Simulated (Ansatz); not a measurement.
GaN:
```yaml
crystal:
  lattice:
    - [3.18312, 0.00000, 0.00000]
    - [-1.59156, 2.75666, 0.00000]
    - [0.00000, 0.00000, 5.18369]
  atoms:
    - { symbol: Ga, position: [0.66667, 0.33333, 0.00099] }
    - { symbol: Ga, position: [0.33333, 0.66667, 0.50099] }
    - { symbol: N, position: [0.66667, 0.33333, 0.62421] }
    - { symbol: N, position: [0.33333, 0.66667, 0.12421] }
```

Tensor components refer to the Cartesian frame of this cell.

**Question.** Give the proper piezoelectric stress tensor with relaxed ions from the program Ansatz at the r²SCAN level (PAW).

**Answer.** In C/m², rows x, y, z, Voigt columns; mesh uncertainty up to 0.00.
```
 0.00   0.00   0.00   0.00   0.29   0.00
 0.00   0.00   0.00   0.29   0.00   0.00
 0.41   0.41  -0.74   0.00   0.00   0.00
```

The elastic tensor of the same run (GPa):

```
      1     2     3     4     5    6
-  ----  ----  ----  ----  ----  ---
1   363   133  94.9   0.0   0.0  0.0
2   133   363  94.9   0.0   0.0  0.0
3  94.9  94.9   401   0.0   0.0  0.0
4   0.0   0.0   0.0  98.0   0.0  0.0
5   0.0   0.0   0.0   0.0  98.0  0.0
6   0.0   0.0   0.0   0.0   0.0  115
```

**Question.** Convert to strain constants d = e·S.

**Answer.** In pC/N:
```
 0.0   0.0   0.0   0.0   2.9   0.0
 0.0   0.0   0.0   2.9   0.0   0.0
 1.3   1.3  -2.5   0.0   0.0   0.0
```

Space group P6_3mc (wurtzite). The cell was relaxed with r²SCAN under the symmetry of its start; phonons on a q-mesh show no instability.

Potentials: the later of the program's two PAW sets.
